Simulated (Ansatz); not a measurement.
# Cu (Fm-3m): electronic heat capacity and spin susceptibility from the density of states

The calculation used DFT PBEsol, scalar-relativistic, plane waves, PAW in Ansatz 0.2.0.

Cutoff 420 eV; k points 20×20×20 on the computed 1-atom cell (Γ-centred); Gaussian smearing, width 0.10 eV; no spin polarisation.

Relaxed cell: Fm-3m, a = 3.563 Å, b = 3.563 Å, c = 3.563 Å, α = 90.00°, β = 90.00°, γ = 90.00°, 1 atom in the primitive cell.

The density of states at the Fermi level is 0.300 states/eV in the cell of 1 atom (1 formula unit; both spins, tetrahedra on a 30×30×30 mesh).

Task: What Sommerfeld coefficient and Pauli susceptibility does this give?

Result: Per formula unit N(E_F) = 0.300 states/eV. γ = (π²/3) k_B² N(E_F) N_A = 2.357 mJ/(mol K²) per state/eV, so γ = 0.7 mJ/(mol K²), a mole of formula units. χ_P = μ_B² N(E_F) N_A = 3.23×10⁻⁵ emu/mol per state/eV gives 1.0×10⁻⁵ emu/mol. This is the bare band result: a measured γ of the same phase is as a rule larger by a factor 1 + λ from phonons and spin fluctuations, the spin part of χ is larger by the Stoner factor, and a measured χ also holds orbital and core terms. N(E_F) at one energy is sensitive to the mesh where the density of states has sharp peaks.

Cost: 1 run of about 0.16 core-minutes, on Arm Neoverse V2 (shared hosts).